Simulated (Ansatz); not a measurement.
MgS:
```xyz
2
Lattice="0.0000 2.6016 2.6016 2.6016 0.0000 2.6016 2.6016 2.6016 0.0000" Properties=species:S:1:pos:R:3 pbc="T T T"
S      0.0000     0.0000     0.0000
Mg     2.6016     2.6016     2.6016
```

Relaxed with r²SCAN.

Map the electron localisation function on the plane through (0.000, 0.000, 0.000) spanned by u = [1, 0, 0] and v = [0, 1, -1] in lattice vectors, from DFT-r²SCAN in the program Ansatz with PAW potentials.

x is the fraction of u, y of v (the angle between them is 90°; rows are the nearest grid lines); atoms in the plane: S at (0.00, 0.00), Mg at (0.50, 0.50).
```
y \ x   0.000  0.111  0.167  0.278  0.389  0.444  0.556  0.611  0.722  0.833  0.889   1.00
------  -----  -----  -----  -----  -----  -----  -----  -----  -----  -----  -----  -----
1.00    0.001  0.415  0.780  0.837  0.497  0.184  0.184  0.497  0.837  0.780  0.415  0.001
0.944   0.024  0.543  0.808  0.838  0.495  0.185  0.185  0.495  0.838  0.808  0.543  0.024
0.833   0.778  0.856  0.878  0.821  0.368  0.120  0.120  0.368  0.821  0.878  0.856  0.778
0.778   0.858  0.871  0.868  0.751  0.110  0.034  0.034  0.110  0.751  0.868  0.871  0.858
0.667   0.743  0.733  0.685  0.085  0.135  0.300  0.300  0.135  0.085  0.685  0.733  0.743
0.611   0.499  0.475  0.366  0.032  0.383  0.433  0.433  0.383  0.032  0.366  0.475  0.499
0.556   0.184  0.177  0.119  0.045  0.434  0.330  0.330  0.434  0.045  0.119  0.177  0.184
0.444   0.184  0.177  0.119  0.045  0.434  0.330  0.330  0.434  0.045  0.119  0.177  0.184
0.389   0.499  0.475  0.366  0.032  0.383  0.433  0.433  0.383  0.032  0.366  0.475  0.499
0.333   0.743  0.733  0.685  0.085  0.135  0.300  0.300  0.135  0.085  0.685  0.733  0.743
0.222   0.858  0.871  0.868  0.751  0.110  0.034  0.034  0.110  0.751  0.868  0.871  0.858
0.167   0.778  0.856  0.878  0.821  0.368  0.120  0.120  0.368  0.821  0.878  0.856  0.778
0.0556  0.024  0.543  0.808  0.838  0.495  0.185  0.185  0.495  0.838  0.808  0.543  0.024
0.000   0.001  0.415  0.780  0.837  0.497  0.184  0.184  0.497  0.837  0.780  0.415  0.001
```

The density is the valence pseudo-density with augmentation charge, so density and ELF within about 1 Å of a nucleus are not all-electron values.

Space group Fm-3m (rock salt). Symmetry was held in the r²SCAN relaxation.

Potentials: the later of the program's two PAW sets.
